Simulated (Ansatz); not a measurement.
NaF (rock salt, space group No. 225), a = b = c = 4.6294 Å, α = β = γ = 90.00°; the cell used has 2 atoms.

Relaxed with PBEsol.

Q: Give the optical modes at the zone centre with their infrared activity from DFPT, PBEsol in the plane-wave PAW code Ansatz.

A: Transverse frequencies, without the LO–TO term; a row sums one degenerate level.

```csv
ω (cm⁻¹),degeneracy,IR ((D/Å)²/amu),activity,symmetry
239,3,6.82,IR,T1u
```

Q: How high does the top mode go among those that the LO–TO term moves?

A: 400 cm⁻¹ for q along x.

Space group Fm-3m (rock salt). The PBEsol relaxation kept the symmetry of its start; of distortions, only those at the zone centre were tested.

Potentials: the later of the program's two PAW sets.
